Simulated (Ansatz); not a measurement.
TePb:
```
CELL_PARAMETERS angstrom
      0.00000     3.26726     3.26726
      3.26726     0.00000     3.26726
      3.26726     3.26726     0.00000
ATOMIC_POSITIONS crystal
  Te 0.00000 0.00000 0.00000
  Pb 0.50000 0.50000 0.50000
```

r²SCAN in the plane-wave PAW code Ansatz gives a gap of 1.09 eV without spin–orbit coupling, maximum at L, minimum at L.

### Question
What happens when spin–orbit coupling is switched on?

### Answer
The gap drops by 0.94 eV, to 0.15 eV; maximum at L, minimum at L.

### Question
Give the electron effective mass with spin–orbit coupling.

### Answer
0.019, 0.019, 0.22 mₑ (principal values).

### Question
Give the hole effective mass with spin–orbit coupling.

### Answer
0.021, 0.021, 0.30 mₑ (principal values).

Space group Fm-3m (rock salt). The cell was relaxed with r²SCAN under the symmetry of its start; of distortions, only those at the zone centre were tested.

Potentials: the later of the program's two PAW sets.
